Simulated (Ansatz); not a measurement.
Relaxed candidate structures of K:

A. Fm-3m (No. 225), cF4, fcc (Cu type); a = b = c = 6.750 Å, α = β = γ = 90.00°; K 4a (0.000, 0.000, 0.000)

B. P2/m (No. 10), mP4; a = 4.459 Å, b = 8.957 Å, c = 7.749 Å, α = γ = 90.00°, β = 90.21°; close to Pmmm at 0.1 Å; K 1f (0.000, 0.500, 0.500); K 1g (0.500, 0.000, 0.500); K 2j (0.500, 0.256, 0.000)

C. Fd-3m, origin choice 1 (No. 227), cF8, diamond type; a = b = c = 9.722 Å, α = β = γ = 90.00°; K 8a (0.000, 0.000, 0.000)

**Question.** Order them by energy per atom (lowest first) at the level r2SCAN (plane waves to 500 eV, PAW, scalar-relativistic; Ansatz, a program for electronic structure).

**Answer.** A (reference), B (+0.03 eV/atom), C (+0.34 eV/atom)

Probably no minimum, since a slightly shaken restart fell lower: P2/m (nearly Pmmm), mP4 (by 0.03 eV/atom, to C2/m); Fd-3m, cF8, diamond type (by 0.34 eV/atom, to C2/m). Each run could gain symmetry but not lose that of its start, so entries can be saddle points. All of these are generated cells (placed on structure types, drawn at random, substituted or restacked) that were not matched to a known phase here. Energies are at zero temperature and pressure, without zero-point motion. Each cell has its own k-point mesh; energy differences are given only to the digits this allows. No spin polarisation in the result.
